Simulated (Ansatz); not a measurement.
**What a trial cell of CsSi3 relaxes into**

Method: DFT PBE, scalar-relativistic, plane waves, PAW (Ansatz 0.2.0). Cutoff 420 eV, Gaussian smearing, Γ-centred meshes. Cell and atoms relax first on a coarse mesh and then on a finer one. In between, the cell is made exact in the group found at 0.06 Å. In metals the finer mesh still leaves noise of several meV/atom or more. The steps can't lower the symmetry of their start. No spin polarisation.

The cell of CsSi3 is invented: close-packed layers stacked ABAC (P-3m1, No. 164) (elements of the layers in order: Si Si Cs Si). The dimensions are guesses.

```
Cs Si
1.0
     4.34438    0.00000    0.00000
    -2.17219    3.76235    0.00000
     0.00000    0.00000   11.16781
Cs Si
1 3
Direct
  0.00000 0.00000 0.50000
  0.00000 0.00000 0.00000
  0.33333 0.66667 0.21396
  0.66667 0.33333 0.78604
```

Formation energies are uncorrected and refer to the elements' standard structures at the same level.

Task: Describe the relaxed structure.

Result: The symmetry stays P-3m1 (No. 164). The volume per atom shrinks by 40.4 %, from 45.6 to 27.2 Å³. The shortest distance goes from 3.46 Å (Si–Si) to 2.49 Å (Si–Si). The ratio c/a of the conventional cell changes by a factor of 0.72. The energy falls by about 1.4 eV/atom (the start's value is from the coarse mesh). Conventional cell: a = 4.079 Å, c = 7.552 Å. Cs is surrounded by 8 Si at 3.78 Å and 6 Cs at 4.08 Å; Si on a site of symmetry -3m has 6 Si at 2.49 Å and 2 Cs at 3.78 Å; Si on a site of symmetry 3m is surrounded by 3 Si at 2.49 Å, 3 Si at 2.87 Å and 3 Cs at 3.78 Å.

```
CELL_PARAMETERS angstrom
4.07885 0.00000 0.00000
-2.03942 3.53239 0.00000
0.00000 0.00000 7.55180
ATOMIC_POSITIONS crystal
Cs 0.00000 0.00000 0.50000
Si 0.00000 0.00000 0.00000
Si 0.33333 0.66667 0.10903
Si 0.66667 0.33333 0.89097
```

Task: Give its energy and gap.

Result: The energy over the elements is +0.32 eV/atom. The gap on the 12×12×6 mesh of the 4-atom cell is 0 eV (a metal).

The separate elements lie lower, so it is unstable against them.

The last run used Gaussian smearing of 0.10 eV. The cell is a metal run without spin; a magnetic state may lie lower. A structure relaxed within its symmetry needn't be a true minimum.
